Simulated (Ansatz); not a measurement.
Given:

LaSi₃Ru:
```xyz
5
Lattice="-2.1314 2.1314 4.9865 2.1314 -2.1314 4.9865 2.1314 2.1314 -4.9865" Properties=species:S:1:pos:R:3 pbc="T T T"
La     0.0000     0.0000     9.9629
Si     0.0000     0.0000     4.1688
Si     2.1314     0.0000     2.5999
Si     0.0000     2.1314     2.5999
Ru     0.0000     0.0000     6.5381
```

This is the r²SCAN-relaxed structure.

Task: All from the program Ansatz at the r²SCAN level (PAW), unless another level is named. Predict the electronic character.

Result: metallic (no gap).

Task: Give the formation energy from the elements (no fitted shifts).

Result: -0.73 eV/atom.

Task: Give the density of states at the Fermi level.

Result: 0.37 states/eV per atom (mean over ±0.08 eV).

Space group I4mm. The workflow started from a Materials Project entry (that database holds measured and hypothetical structures alike); the Crystallography Open Database copy checked does not list it. Its standing as an ambient phase is unchecked. The r²SCAN relaxation kept the symmetry of its start; its stability against distortions is not shown here. No spin polarisation was allowed. The references are the lowest solids computed at this level, not always the standard phases. Scalar-relativistic: spin–orbit coupling is off unless named, which matters more the heavier the elements.

Potentials: the earlier of the program's two PAW sets.
